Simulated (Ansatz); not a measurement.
Relaxed ZrB2 (AlB2 type, space group P6/mmm):

```
ZrB2
1.0
    3.16770     0.00000     0.00000
   -1.58385     2.74331     0.00000
    0.00000     0.00000     7.10052
Zr B
2 4
Direct
  0.00000   0.00000   0.00000
  0.00000   0.00000   0.50000
  0.33333   0.66667   0.25000
  0.33333   0.66667   0.75000
  0.66667   0.33333   0.25000
  0.66667   0.33333   0.75000
```

The atoms are displaced by Q × the pattern below (from a DFPT mode at A = (0.0, 0.0, 0.5), largest move 1; Q in Å), at fixed cell. (q is in reciprocal vectors of the primitive cell; the cell shown is doubled to hold the pattern.)

| atom | x | y | z |
|---|---|---|---|
| B3 | 0.000 | 0.000 | 1.000 |
| B4 | 0.000 | 0.000 | -1.000 |
| B5 | 0.000 | 0.000 | -1.000 |
| B6 | 0.000 | 0.000 | 1.000 |

Atoms not listed stay in place.

Computed with r2SCAN (plane waves to 500 eV, PAW, scalar-relativistic; Ansatz, an electronic-structure program). k mesh 17×17×7 (Γ-centred), Fermi-Dirac smearing 0.05 eV. Energies are smeared free energies. Compression counts positive. With partly filled bands, energies and forces of such displacements shift with the k mesh and the smearing. ZrB2 is run without spin polarisation. ZrB2 was relaxed with its symmetry unable to fall. ΔE is measured from the undisplaced structure.

```csv
Q (Å),−dE/dQ from forces (eV/Å),P (GPa),ΔE (eV/cell)
-0.100,6.317,1.0,?
-0.083,5.257,0.7,0.219
-0.067,4.201,0.4,?
-0.050,3.147,0.3,0.079
-0.033,2.097,0.1,0.035
-0.017,1.048,0.0,0.009
0.000,0.000,0.0,0.000
0.017,-1.048,0.0,0.009
0.033,-2.097,0.1,0.035
0.050,-3.147,0.3,0.079
0.067,-4.201,0.4,?
0.083,-5.257,0.7,0.219
0.100,-6.317,1.0,?
```

### Question
Complete the blanks.

### Answer

- -0.100, ΔE (eV/cell): 0.315
- -0.067, ΔE (eV/cell): 0.140
- 0.067, ΔE (eV/cell): 0.140
- 0.100, ΔE (eV/cell): 0.315

(A displaced cell: forces are minus the slopes of the energy, force constants its curvatures, and phonons follow from these.)
